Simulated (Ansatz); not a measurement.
Single point in Ansatz 0.2.0 with PBE, with U_eff = 0.72 eV on Ru d (all-electron-ortho-atomic projectors), no spin polarisation. Cutoff 420 eV, PAW datasets, 9×9×6 Γ-centred k mesh, fermi-dirac filling (width 0.1 eV).

Computed maps in the lattice plane spanned by a (left to right, 3.82 Å, 12 points from zero) and b (bottom to top, 3.82 Å, 12 points from zero), 90° apart, at height 0.000 along c. The fields are smooth PAW ones with compensation charges, not the true ones near nuclei.

Valence density. Digits on a logarithmic scale: 0 up to 0.03 e/Å³, each further digit a factor of 1.6, 9 from 1.3 e/Å³ up:
```
789998766666
799999766666
899999866666
799999766666
789998766666
677877677877
766666789998
766666799999
866666899999
766666799999
766666789998
677877677877
```

ELF. Ten even steps from '0' (0.15) to '9' (0.66):
```
127972144344
279797245454
397079334443
279797245454
127972144344
312321312321
144344127972
245454279797
334443397079
245454279797
144344127972
312321312321
```

The cell is SiIrRu. Which atoms lie within 0.2 Å of this plane, and where (fractions of a and b)?

Ru at (0.75, 0.25), Ru at (0.25, 0.75). The whole cell:
```xyz
6
Lattice="3.8161 0.0000 0.0000 0.0000 3.8161 0.0000 0.0000 0.0000 6.0995" Properties=species:S:1:pos:R:3 pbc="T T T"
Si    0.9540    0.9540    1.0674
Si    2.8621    2.8621    5.0321
Ru    2.8621    0.9540    0.0000
Ru    0.9540    2.8621    0.0000
Ir    0.9540    0.9540    4.1416
Ir    2.8621    2.8621    1.9579
```

Origin: a known structure type with other elements, at an estimated volume, so it need not be a known compound. Caveats: many states at the Fermi level without spin polarisation, so a magnetic state may lie lower; a Hubbard term without moments, so a magnetic state may lie lower; atoms or cell far from equilibrium.
